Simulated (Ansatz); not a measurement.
W2N3:
```
W2N3
1.0
    2.49565     4.29564     0.00000
   -2.49565     4.29564     0.00000
   -1.68002     0.00000     5.07038
W N
4 6
Cartesian
 -0.82485   7.14375   0.04533
 -0.82485   1.44752   0.04533
 -2.53835   4.29564   4.99153
 -0.83546   4.29564   2.64534
  0.76665   4.29564   3.80314
 -1.64660   5.72597   3.78979
 -1.64660   2.86530   3.78979
 -0.03369   5.65366   1.26899
 -0.03369   2.93762   1.26899
 -2.43854   4.29564   1.27997
```

Relaxed with r²SCAN. Special points in fractions of this cell's reciprocal vectors: Γ (0.000, 0.000, 0.000); Y (0.500, 0.500, 0.000); M (0.500, 0.500, 0.500); A (0.000, 0.000, 0.500); L2 (0.000, 0.500, 0.500); V2 (0.000, 0.500, 0.000).

List the band energies nearest the Fermi level at these points for r²SCAN in the plane-wave PAW code Ansatz.

In eV from the Fermi level; about four levels below and three above (degenerate sets whole), none deeper than 8.9 eV; points with the same levels are listed once.

```csv
k,below,above
Γ,-2.12 -1.34 -1.30 -1.05,0.58 0.89 1.43
Y,-2.42 -1.77 -1.74 -0.10,0.60 1.73 2.57
M,-3.12 -3.11 -2.15 -1.92 -1.68,1.01 1.24 1.56
A,-3.40 -3.11 -1.24 -1.18,0.17 0.53 0.73
L2,-2.99 -2.47 -1.92 -1.62,0.72 0.89 1.99
V2,-2.85 -2.14 -1.83 -1.50,0.33 0.86 1.36
```

Space group Cm. The first step of the workflow began from a Materials Project structure, measured or hypothetical; the Crystallography Open Database copy checked does not list it. Its standing as an ambient phase is unchecked. The cell was relaxed with r²SCAN under the symmetry of its start; its stability against distortions is not shown here. The run is not spin-polarised. A small band overlap can be real or an error of a semilocal functional. The Fermi level of a semimetal is unsure by some 0.05 eV on such meshes. Spin–orbit coupling is left out wherever it is not named.

Potentials: the later of the program's two PAW sets.
